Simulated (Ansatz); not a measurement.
SnRu3C (anti-perovskite), relaxed with PBE (Ansatz, a first-principles code, plane waves, PAW): a = 4.0906 Å, b = 4.0906 Å, c = 4.0906 Å, α = 90.00°, β = 90.00°, γ = 90.00°.

| Property | Value |
|---|---|
| ΔH_f (eV/atom) | 0.06 |
| B₀ by P(V) fit (GPa) | 246 |

### Question
The same phase is relaxed and computed with PBEsol in the same code. What are the cell and these values now?

### Answer
a = b = c = 4.047 Å, α = β = γ = 90.00°.

* **ΔH_f (eV/atom)**: 0.02
* **B₀ by P(V) fit (GPa)**: 272

Typed or built starts, not in the databases checked: SnRu3C, anti-perovskite. All cells were relaxed under the symmetry of their starts (and spin orders); stability against distortions was not tested throughout. Rows with no word on spin ran without spin polarisation. Spin–orbit coupling is left out wherever it is not named.

Potentials: the later of the program's two PAW sets.

Ansatz is a plane-wave DFT program.

Formation energies count from the lowest solids of the elements computed at the same level, not from gases.
